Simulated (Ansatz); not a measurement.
The relaxed structure here is a generated cell of SnTe: the first start was made by placing the elements on the sites of a structure type, and the end was not matched to a known phase here, so it may be hypothetical. Known forms of SnTe include space group No. 225.

The end point of a relaxation of SnTe. Space group P6₃mc (No. 186). All values below come from r2SCAN (plane waves to 500 eV, PAW, scalar-relativistic; Ansatz, a first-principles code).

```cif
data_Sn4Te4
_chemical_formula_sum 'Sn4 Te4'
_space_group_name_H-M_alt 'P 1'
_space_group_IT_number 1
_cell_length_a 5.40980
_cell_length_b 5.40980
_cell_length_c 12.68017
_cell_angle_alpha 90.000
_cell_angle_beta 90.000
_cell_angle_gamma 120.000
loop_
_space_group_symop_operation_xyz
  'x, y, z'
loop_
_atom_site_label
_atom_site_type_symbol
_atom_site_fract_x
_atom_site_fract_y
_atom_site_fract_z
_atom_site_occupancy
Sn1 Sn 0.00000 0.00000 0.02462 1
Sn2 Sn 0.00000 0.00000 0.52462 1
Sn3 Sn 0.66667 0.33333 0.77400 1
Sn4 Sn 0.33333 0.66667 0.27400 1
Te1 Te 0.00000 0.00000 0.78814 1
Te2 Te 0.00000 0.00000 0.28814 1
Te3 Te 0.66667 0.33333 0.53887 1
Te4 Te 0.33333 0.66667 0.03887 1
```

Q: Predict the band gap from r2SCAN.

A: 0.61 eV, indirect (valence top at K, conduction bottom at k = (0.1429, 0.1429, 0.3333)) (no spin-orbit coupling).

Q: Estimate the smallest direct gap that r2SCAN returns for this input.

A: 0.88 eV at K.

No spin polarisation in the result. Spin-orbit coupling is missing; with elements this heavy it can move band edges by tenths of an eV or more.

The run could not lose the symmetry of its start: the end is stationary, and may be a saddle point rather than a minimum.
